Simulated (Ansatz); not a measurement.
TiZn2:
```yaml
crystal:
  lattice:
    - [5.00857, 0.00000, 0.00000]
    - [-2.50428, 4.33755, 0.00000]
    - [0.00000, 0.00000, 8.08511]
  atoms:
    - { symbol: Zn, position: [0.00000, 0.00000, 0.00000] }
    - { symbol: Zn, position: [0.00000, 0.00000, 0.50000] }
    - { symbol: Zn, position: [0.82801, 0.65602, 0.25000] }
    - { symbol: Zn, position: [0.17199, 0.82801, 0.75000] }
    - { symbol: Zn, position: [0.34398, 0.17199, 0.25000] }
    - { symbol: Zn, position: [0.17199, 0.34398, 0.75000] }
    - { symbol: Zn, position: [0.82801, 0.17199, 0.25000] }
    - { symbol: Zn, position: [0.65602, 0.82801, 0.75000] }
    - { symbol: Ti, position: [0.33333, 0.66667, 0.06651] }
    - { symbol: Ti, position: [0.66667, 0.33333, 0.56651] }
    - { symbol: Ti, position: [0.33333, 0.66667, 0.43349] }
    - { symbol: Ti, position: [0.66667, 0.33333, 0.93349] }
```

Relaxed with r²SCAN. Special points in fractions of this cell's reciprocal vectors: Γ (0.000, 0.000, 0.000); M (0.500, 0.000, 0.000); K (0.333, 0.333, 0.000); A (0.000, 0.000, 0.500); L (0.500, 0.000, 0.500); H (0.333, 0.333, 0.500).

List the band energies nearest the Fermi level at these points for plane-wave PAW r²SCAN (Ansatz code).

In eV from the Fermi level; about four levels below and three above (degenerate sets whole), none deeper than 8.9 eV; points with the same levels are listed once.

```json
[
 {"k": "Γ", "below": "-0.79 -0.79 -0.06 -0.06", "above": "0.37 0.43 2.02 2.02"},
 {"k": "M", "below": "-0.51 -0.47 -0.25 -0.16", "above": "0.10 0.38 0.50"},
 {"k": "K", "below": "-0.48 -0.17 -0.17 -0.08", "above": "0.14 0.14 0.16"},
 {"k": "A", "below": "-0.38 -0.38 -0.38 -0.38 -0.11 -0.11", "above": "2.22 2.22 2.22 2.22"},
 {"k": "L", "below": "-1.04 -1.04 -0.31 -0.31", "above": "0.02 0.02 0.11 0.11"},
 {"k": "H", "below": "-0.11 -0.11 -0.07 -0.07", "above": "0.12 0.12 1.03 1.03"}
]
```

Space group P6_3/mmc. The workflow started from an entry of the Crystallography Open Database (COD). Its standing as an ambient phase is unchecked. Symmetry was held in the r²SCAN relaxation; its stability against distortions is not shown here. No spin polarisation was allowed.

Potentials: the later of the program's two PAW sets.
